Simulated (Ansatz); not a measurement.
Problem. Name crystals whose computed values (r²SCAN in the plane-wave PAW code Ansatz) fall in these windows: ε∞ 3.7 to 5.0; HSE06 gap (eV) 4.7 to 6.7; B₀ by P(V) fit (GPa) 170 to 220.

Solution. 

| crystal | ε∞ | HSE06 gap (eV) | B₀ by P(V) fit (GPa) |
|---|---|---|---|
| AlN, wurtzite | 4.21 | 5.60 | 210 |
Others may fit too.

The cell was relaxed under the symmetry of its start.

Potentials: the earlier of the program's two PAW sets.
